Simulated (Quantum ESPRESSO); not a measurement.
# Computed records: Si₃BC₃N (made-up cell)

All values are calculated (Quantum ESPRESSO 7.5). Calculation on a made-up crystal cell, not a measurement: periodic Kohn-Sham density functional theory in plane waves with PseudoDojo standard norm-conserving scalar-relativistic pseudopotentials, each functional with its own files (v0.5 for PBE, v0.4.1 for LDA and PBEsol), no spin polarisation, no spin-orbit coupling, atoms not relaxed, stress positive in tension, energies less a fixed whole-eV offset for each atom's element; levels are Kohn-Sham levels at fractions of this cell's reciprocal vectors, counted from the reference band (half the neutral cell's valence electrons, rounded up) at Gamma; error bars cover cutoff and k-mesh only, not smearing or the files; added strain carries the atoms with the cell, and shear is the tensor component; each bar is the largest change over components, and at least 0.002 eV, 0.002 eV per angstrom or 0.02 GPa; energies are for the whole cell, and the offsets were chosen from early runs and are not element reference energies.

```cif
# cell vector a (Å): 4.3110 0.0000 0.0000
# cell vector b (Å): 0.0000 4.3110 0.0000
# cell vector c (Å): 0.0000 0.0000 4.3110
data_Si3BC3N
_symmetry_space_group_name_H-M 'P 1'
_symmetry_Int_Tables_number 1
_cell_length_a 4.3110
_cell_length_b 4.3110
_cell_length_c 4.3110
_cell_angle_alpha 90.000
_cell_angle_beta 90.000
_cell_angle_gamma 90.000
_cell_volume 80.12
loop_
_atom_site_label
_atom_site_type_symbol
_atom_site_fract_x
_atom_site_fract_y
_atom_site_fract_z
_atom_site_occupancy
Si1 Si 0.00123 0.97286 0.00009 1
Si2 Si 0.01700 0.52306 0.50132 1
Si3 Si 0.47917 0.98840 0.47982 1
B1 B 0.50823 0.46653 0.96599 1
C1 C 0.24704 0.23695 0.24442 1
C2 C 0.25627 0.75521 0.73790 1
C3 C 0.76344 0.25395 0.77708 1
N1 N 0.75634 0.75871 0.23217 1
_calc_lattice_type 'zincblende/diamond'
_calc_functional 'pbe'
_calc_cutoff 1143  # eV
_calc_fermi_dirac_smearing 0.025  # eV
_calc_scf_tolerance 1e-07  # eV
_calc_electrons_removed 0
_calc_added_strain_kind 'biaxial xx and yy'
_calc_added_strain 0.0142
_calc_k_mesh '4 x 4 x 4, shifted by half a step'
_calc_structure_shown 'before the added strain of 0.0142'
_calc_stress_xx ?
```

Atoms:
```
atoms element  atom site  atom energy offset (eV)
           Si          1                     -115
           Si          2                     -115
           Si          3                     -115
            B          4                      -79
            C          5                     -163
            C          6                     -163
            C          7                     -163
            N          8                     -283
```

## Withheld values
1. Estimate the stress xx of Si₃BC₃N (made-up cell).

## Answers
1. 13.08 GPa

Further results for Si₃BC₃N (made-up cell):

```
free energy less offsets : -3.823 eV
smearing term minus ts   : 0 eV
scf iterations           : 13
pressure                 : -12.12 GPa
stress yy                : 14.5 GPa
stress zz                : 8.76 GPa
stress yz                : 0.3444 GPa
stress xz                : -4.024 GPa
stress xy                : -6.144 GPa
reference band           : 16
error bar energy         : 0.004599 eV
error bar stress         : 0.02008 GPa
error bar force          : 0.002975 eV/Å
error bar next band up   : 0.002 eV
error bars from          : tighter rerun of a related cell
```

Forces:
```
site  x (eV/Å)  y (eV/Å)  z (eV/Å)
   1     0.343     3.015   -0.7446
   2    -1.894     -3.65   -0.7853
   3     3.145      1.86     1.064
   4   -0.7414   -0.4626    0.4364
   5    0.7024     2.076     -1.41
   6     1.397    -1.864     1.839
   7    -1.916    0.8579    -1.947
   8    -1.035    -1.831     1.548
```

Levels:
```
level k point  next band up (eV)
        Gamma             0.7347
(1/2,1/2,1/2)              2.548
   (0.15,0,0)              1.211
   (0,0.15,0)              1.114
   (0,0,0.15)               1.13
```
